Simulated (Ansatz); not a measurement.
# Sc3TlB: do energies and stresses tell the same story?

Theory: DFT PBEsol, scalar-relativistic, plane waves, PAW (Ansatz).

Settings: cutoff 420 eV, Γ-centred mesh 8×8×8 on the computed 5-atom cell, Gaussian smearing of 0.10 eV; no spin polarisation.

Relaxed cell: Pm-3m, a = 4.632 Å, b = 4.632 Å, c = 4.632 Å, α = 90.00°, β = 90.00°, γ = 90.00°, 5 atoms in the primitive cell. Whether it is the stable form of this composition wasn't checked.

Energies at zero smearing and pressures from the stress tensor, at volumes with shape and atoms relaxed:
```
V (Å³/atom) E − E(first) (meV/atom) P (GPa)
     18.685                     0.00     5.75
     19.281                   -15.59     2.69
     19.877                   -20.47     0.02
     20.473                   -16.04    -2.29
     21.070                    -3.60    -4.28
```

Check P = −dE/dV between neighbouring volumes, and get the bulk modulus from the pressures alone.

With 1 eV/Å³ = 160.2 GPa:
```csv
middle V (Å³/atom),−ΔE/ΔV (GPa),mean P (GPa)
18.983,4.189,4.220
19.579,1.310,1.351
20.175,-1.190,-1.139
20.772,-3.341,-3.288
```

The two differ by 0.05 GPa at most. The mean of two end pressures misses the average over a step by about ΔV² P″/12, up to 0.03 GPa here; with that taken off 0.03 GPa remains. The stress is the derivative of the free energy, not of the energy at zero smearing, and with free energies 0.00 GPa remains. Around V = 19.877 Å³/atom, the two neighbours give B = −V ΔP/ΔV = 19.877 × 4.98 / 1.193 = 83.0 GPa, against B0 = 82.9 GPa from the Birch–Murnaghan fit of the energies.

Spin–orbit coupling is left out, which can shift energies with elements as heavy as these.

Cost: 6 runs of about 2.1 core-minutes in all, on Arm Neoverse V1 (shared hosts).